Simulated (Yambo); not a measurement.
Yambo run on WS$_{2}$ (space group P6_3/mmc, No. 194). The wavefunctions are norm-conserving PBEsol (Quantum ESPRESSO, 74 Ry, with spin-orbit coupling) ones on a 6×6×1 mesh (52 occupied bands); a = 3.1842 Å, b = 3.1842 Å, c = 12.9783 Å, α = 90.00°, β = 90.00°, γ = 120.00°.

Yambo input:

```
rim_cut
gw0
dyson
el_el_corr
HF_and_locXC
ppa
em1d
RandQpts= 1000000
RandGvec= 1 Ry
EXXRLvcs= 74 Ry
VXCRLvcs= 296 Ry
Chimod= "HARTREE"
% BndsRnXp
 9 | 258 |
%
NGsBlkXp= 3 Ry
% LongDrXp
 1.0 | 1.0 | 1.0 |
%
PPAPntXp= 27.2114 eV
% GbndRnge
 1 | 258 |
%
GTermKind= "BG"
DysSolver= "n"
ExtendOut
% QPkrange
 1 | 1 | 52 | 52 |
 5 | 5 | 53 | 53 |
 7 | 7 | 52 | 53 |
%
```

k points by index: 1 = Γ, 5 = (0.167, 0.167, 0), 7 = K.

Resulting energies as the program prints them:

```
#    K-point    Band    Eo [eV]    E [eV]    E-Eo [eV]    Vxc [eV]    Vnlxc [eV]    Sc|Eo [eV]    Sc|E [eV]    dSc/dw|Eo [eV]    Re(Z)    Im(Z)
#
    1    52    0.000000    0.303017    0.303017    -15.38273    -15.83338    0.830374    0.753667    -6.889307    0.797970    -0.001288
    5    53    1.131839    1.735070    0.603231    -14.09237    -10.05945    -3.283114    -3.429696    -6.611266    0.804529    -0.001259
    7    52    -0.335267    -0.034231    0.301036    -15.00449    -15.22618    0.597775    0.522729    -6.784357    0.800433    -0.001263
    7    53    1.187030    2.076522    0.889492    -16.23807    -11.88307    -3.244287    -3.465508    -6.766926    0.800844    -0.001280
```
(The two width columns are left out.) Convergence of these settings isn't established.

Geometry of the Materials Project entry, not relaxed at this level.

The distance between layers or molecules is the database entry's, not relaxed here. Functionals without dispersion can leave it too large, which widens gaps and weakens the response across layers: the numbers belong to this cell.
